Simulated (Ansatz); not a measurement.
Input and command of a calculation in Ansatz (plane waves; scalar-relativistic PAW potentials unless the input names others):

```yaml
crystal:
  lattice:
    - [1.95203757, 0.0, 0.0]
    - [0.0, 1.95203757, 0.0]
    - [0.0, 0.0, 1.95203757]
  atoms:
    - { symbol: B, position: [0.0, 0.0, 0.0] }
    - { symbol: P, position: [0.0, 0.5, 0.5] }
    - { symbol: P, position: [0.5, 0.0, 0.5] }
    - { symbol: P, position: [0.5, 0.5, 0.0] }
basis:
  ecutwfc: 420
kpoints:
  mp_grid: { grid: [12, 12, 12] }
hamiltonian:
  xc: pbe
scf:
  occupations: { method: gaussian, width: 0.1 }
  max_iter: 60
output:
  forces: true
  eigenvalues: true
  stress: true
```

```bash
ansatz run input.yaml --threads 1 --pin off --max-ram 2560MiB --backend cpu --events-out ev --progress --plain --runs-dir out
```

Abridged log:
```
Basis set: ecut = 420 eV, 147 PW (Γ), exchange–correlation on 30×30×30 points (8 copies of the dense FFT grid, shifted against one another)
Bands: 13, of which v1, the nominal top of the filled ones, is band 9 counted from 1 (8 counted from 0)
Symmetry: 48 space group operations
k-points: 84 of 1728
SCF iter   1: F=—  HF=-2274.253360 eV  |F-HF|=—  |Δ(HF+E_count)|=         —  Δρ=2.96e0  dr2=2.10e2  ethr=1.77e-3  ⟨swp⟩=20.0  Hψ=17132  notcnv=0  defer=3
SCF iter   2: F=—  HF=-2193.722945 eV  |F-HF|=—  |Δ(HF+E_count)|=    8.05e1  Δρ=2.45e-1  dr2=7.18e-1  ethr=1.77e-3  ⟨swp⟩=9.5  Hψ=7521  notcnv=0  defer=31
SCF iter   3: F=—  HF=-2193.726504 eV  |F-HF|=—  |Δ(HF+E_count)|=   3.56e-3  Δρ=6.19e-2  dr2=5.00e-2  ethr=1.77e-3  ⟨swp⟩=3.8  Hψ=2907  notcnv=0  defer=32
SCF iter   4: F=—  HF=-2193.720373 eV  |F-HF|=—  |Δ(HF+E_count)|=   6.13e-3  Δρ=9.17e-3  dr2=4.79e-3  ethr=2.78e-4  ⟨swp⟩=3.4  Hψ=2584  notcnv=0  defer=31
SCF iter   5: F=—  HF=-2193.720416 eV  |F-HF|=—  |Δ(HF+E_count)|=   4.28e-5  Δρ=1.22e-3  dr2=2.46e-5  ethr=2.66e-5  ⟨swp⟩=3.6  Hψ=2385  notcnv=0  defer=31
SCF iter   6: F=—  HF=-2193.720634 eV  |F-HF|=—  |Δ(HF+E_count)|=   2.18e-4  Δρ=1.46e-4  dr2=3.36e-7  ethr=1.36e-7  ⟨swp⟩=5.3  Hψ=3260  notcnv=0  defer=31
SCF iter   7: F=-2193.720636 eV  HF=-2193.720636 eV  |F-HF|=3.37e-8  |Δ(HF+E_count)|=   1.57e-6  Δρ=3.02e-5  dr2=2.54e-8  ethr=5.56e-10  ⟨swp⟩=19.8  Hψ=14431  notcnv=0
SCF 1 converged in 7 iterations: F = -2193.720636 eV  dr2 = 2.54e-8
  Residual-converged pass: ⟨swp⟩=1.0  Hψ=1431  notcnv=0  max |occ|·‖R‖ = 4.7e-6 eV (tolerance 6.7e-6 eV) dr2=2.54e-8  dr2_onsite=1.62e-8  max |Δocc| = 4.6e-8
SCF converged after 7 iterations
Free energy (F): -2193.720636 eV
Harris-Foulkes:  -2193.720636 eV  (|F-HF|=3.37e-8)
Internal energy: -2193.718924 eV  (E = F + TS)
E sigma→0 (E₀):  -2193.719780 eV
Entropy (-TS):   -0.001712 eV (-0.428 meV/atom)
Fermi energy:    72.684249 eV
--- Forces (eV/Å), atoms counted from 1 ---
  atom   1  B      0.00000000     0.00000000     0.00000000
  atom   2  P      0.00000000     0.00000000     0.00000000
  atom   3  P      0.00000000     0.00000000     0.00000000
  atom   4  P      0.00000000     0.00000000     0.00000000
--- Stress (GPa, compression-positive) ---
     8591.132086       0.000000       0.000000
        0.000000    8591.132086       0.000000
        0.000000       0.000000    8591.132086
  P = ⅓ Tr σ = 8591.1321 GPa (85911.321 kbar)
```

Problem. The run was meant for a cell not far from equilibrium. What is wrong with this input?

Solution. The fault is a lattice far too small (lattice vectors times 0.529). Setting it back cures it. The run converged all the same, with an energy at zero smearing 56.0 eV/atom above the reference's, pressure 8591.13 GPa, largest force 0.000 eV/Å, no gap on the mesh, so convergence alone doesn't show that an input is right. A reference run of the cell with lattice vectors 3.6888 0.0000 0.0000; 0.0000 3.6888 0.0000; 0.0000 0.0000 3.6888 Å and the atoms in their places converged, and the end of its own relaxation has pressure 0.00 GPa, largest force 0.000 eV/Å, no gap on the mesh.

It took 1.2 s on 1 thread of Intel(R) Xeon(R) 6975P-C (Granite Rapids) (shared host), peak memory 0.3 GiB.